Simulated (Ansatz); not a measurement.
K:
```
K
1.0
    4.47383     0.00000     0.00000
   -2.23692     3.87445     0.00000
    0.00000     0.00000    14.85281
K
4
Direct
  0.00000   0.00000   0.00000
  0.00000   0.00000   0.50000
  0.33333   0.66667   0.75000
  0.66667   0.33333   0.25000
```

Relaxed with LDA. Special points in fractions of this cell's reciprocal vectors: Γ (0.000, 0.000, 0.000); M (0.500, 0.000, 0.000); K (0.333, 0.333, 0.000); A (0.000, 0.000, 0.500); L (0.500, 0.000, 0.500); H (0.333, 0.333, 0.500).

Problem. List the band energies nearest the Fermi level at these points for LDA in the plane-wave PAW code Ansatz.

Solution. In eV from the Fermi level; about four levels below and three above (degenerate sets whole), none deeper than 8.9 eV; points with the same levels are listed once.

| k | below | above |
|---|---|---|
| Γ | -2.39 -1.61 -1.61 | 0.19 0.58 2.69 |
| M | – | 0.14 0.24 0.58 |
| K | – | 0.86 0.86 0.91 |
| A | -2.18 -2.18 -0.72 -0.72 | 1.58 1.58 3.65 3.65 |
| L | – | 0.25 0.25 0.42 0.42 |
| H | – | 0.95 0.95 1.04 1.04 |

Space group P6_3/mmc (dhcp (α-La type)). The workflow started from a Materials Project entry (that database holds measured and hypothetical structures alike); the Crystallography Open Database copy checked does not list it. It is not the phase usual at ambient conditions (space group No. 229). The LDA relaxation kept the symmetry of its start; its stability against distortions is not shown here.

Potentials: the later of the program's two PAW sets.
